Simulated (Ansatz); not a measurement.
SiC (zinc blende)

```xyz
2
Lattice="0.0000 2.1782 2.1782 2.1782 0.0000 2.1782 2.1782 2.1782 0.0000" Properties=species:S:1:pos:R:3 pbc="T T T"
C      1.0891     1.0891     1.0891
Si     0.0000     0.0000     0.0000
```

Two coordinates are scanned: the volume, and the ratio of the stretch along z (the conventional c axis) to the stretch across it. Atoms keep their fractional coordinates.

The numbers are results of r2SCAN (plane waves to 500 eV, PAW, scalar-relativistic; Ansatz, a first-principles code), not measurements. k mesh 13×13×13 (Γ-centred), Fermi-Dirac smearing 0.05 eV. Compression counts positive. SiC was relaxed with its symmetry unable to fall.

At one point of the scan the stress tensor (GPa) is:

```
    8.3      0.0      0.0
    0.0      8.3      0.0
    0.0      0.0     -7.9
```

Problem. Which point is it?
A. V/V₀ = 1.040, (c/a)/(c/a)₀ = 1.080
B. V/V₀ = 0.987, (c/a)/(c/a)₀ = 1.053
C. V/V₀ = 1.000, (c/a)/(c/a)₀ = 1.080
D. V/V₀ = 0.973, (c/a)/(c/a)₀ = 1.027

Solution. B, V/V₀ = 0.987, (c/a)/(c/a)₀ = 1.053

(Under strain, the slope of the energy per volume gives the stress and its curvature an elastic modulus.)
